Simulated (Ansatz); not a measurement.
The start is a relaxed Mo cell, doubled along one cell vector, shaken by Gaussian noise of σ = 0.08 Å a coordinate. The structure is fully relaxed (lattice and positions, P = 0) with r2SCAN (plane waves to 500 eV, PAW, scalar-relativistic; Ansatz, a first-principles code). The first steps use a coarse 14×14×7 k-mesh.

Starting cell:
```
CELL_PARAMETERS angstrom
      1.37267     0.79251     4.97970
     -1.37267     0.79251     4.97970
      0.00000    -3.17004     9.95941
ATOMIC_POSITIONS crystal
  Mo 0.06776 0.09380 0.05066
  Mo 0.07203 0.09430 0.54047
  Mo 0.96302 0.92058 0.43132
  Mo 0.99670 0.89408 0.91842
```

Question: By how much does the energy per atom fall from start to end?

Answer: 0.50 eV/atom.

Question: How does the volume change?

Answer: -2.1 %, from 16.25 to 15.90 Å³/atom.

Question: Is the parent structure recovered?

Answer: It does not go back: it reaches Fddd (No. 70), AFLOW prototype A_oF8_70_a, 0.52 eV/atom below the parent.

Question: How do the shortest distances between atoms change?

Answer: The closest pairs of elements (up to four, under 3.6 Å), start → end: Mo–Mo 2.50 → 2.64 Å.

Question: Write out the relaxed structure.

Answer: 
Space group Fddd, origin choice 1 (No. 70); a = 2.6403 Å, b = 5.4264 Å, c = 8.8807 Å, α = 90.00°, β = 90.00°, γ = 90.00°

| atom | site | symmetry | x | y | z |
|---|---|---|---|---|---|
| Mo | 8b | 222 | 0.5000 | 0.5000 | 0.5000 |
(The calculation used a cell of 2 atoms; values per cell refer to that cell.)

Final values are on a 20×20×20 k-mesh of the relaxed cell. No spin polarisation in the result.

The relaxed structure here is a generated cell of Mo: the first start was made by placing the elements on the sites of a structure type, and the end was not matched to a known phase here, so it may be hypothetical. Known forms of Mo include space group No. 229.
